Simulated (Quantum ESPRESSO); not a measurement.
```
CELL_PARAMETERS angstrom
      1.23319     0.71198     8.28262
     -1.23319     0.71198     8.28262
      0.00000    -1.42397     8.28262
ATOMIC_POSITIONS crystal
  C  0.91283 0.91283 0.91283
  C  0.08717 0.08717 0.08717
  C  0.24615 0.24615 0.24615
  C  0.75385 0.75385 0.75385
```

The geometry is that of Materials Project entry mp-2516584, symmetrised and not relaxed again.

### Question
What does norm-conserving LDA (Quantum ESPRESSO, 82 Ry, no spin-orbit coupling) give for the electronic structure near the Fermi level?

### Answer
The LDA gap is direct, 0.07 eV at B1. 

This is not the ordinary phase of the substance.

The distance between layers or molecules is the database entry's, not relaxed here. Functionals without dispersion can leave it too large, which widens gaps and weakens the response across layers: the numbers belong to this cell.
